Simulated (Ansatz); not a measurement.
Data:

K₃SbS₄:
```
CELL_PARAMETERS angstrom
      5.15859    -5.48279     0.00000
      5.15859     5.48279     0.00000
      0.00000     0.00000     7.47009
ATOMIC_POSITIONS crystal
  K  0.29393 0.70607 0.97940
  K  0.70607 0.29393 0.47940
  K  0.74639 0.80254 0.48987
  K  0.25361 0.19746 0.98987
  K  0.19746 0.25361 0.48987
  K  0.80254 0.74639 0.98987
  Sb 0.24504 0.75496 0.48037
  Sb 0.75496 0.24504 0.98037
  S  0.56658 0.43342 0.82953
  S  0.43342 0.56658 0.32953
  S  0.91512 0.08488 0.77142
  S  0.08488 0.91512 0.27142
  S  0.58446 0.04499 0.16087
  S  0.41554 0.95501 0.66087
  S  0.95501 0.41554 0.16087
  S  0.04499 0.58446 0.66087
```

This is the LDA-relaxed structure. Tensor components refer to the Cartesian frame of this cell.

Question: All from DFT-LDA in the program Ansatz with PAW potentials, unless another level is named. Predict the bulk modulus (Birch–Murnaghan fit).

Answer: 20.3 GPa.

Question: Predict the elastic constants (relaxed ions, GPa).

Answer: C11 = 33.6, C22 = 32.1, C33 = 47.0, C12 = 17.2, C13 = 11.6, C23 = 7.3, C44 = 7.5, C55 = -0.5, C66 = 10.5.

Question: And the piezoelectric stress constants (proper, relaxed ions, C/m²)?

Answer: e15 = -0.50, e24 = 0.27, e31 = -0.37, e32 = 0.16, e33 = 0.02.

Space group Cmc2_1. The first step of the workflow began from a Materials Project structure, measured or hypothetical; the Crystallography Open Database files this formula in space group No. 36, but the cells were not matched. Its standing as an ambient phase is unchecked. Symmetry was held in the LDA relaxation; whether a distortion lowers the energy is not shown. Scalar-relativistic: spin–orbit coupling is off unless named, which matters more the heavier the elements.

Potentials: the later of the program's two PAW sets.
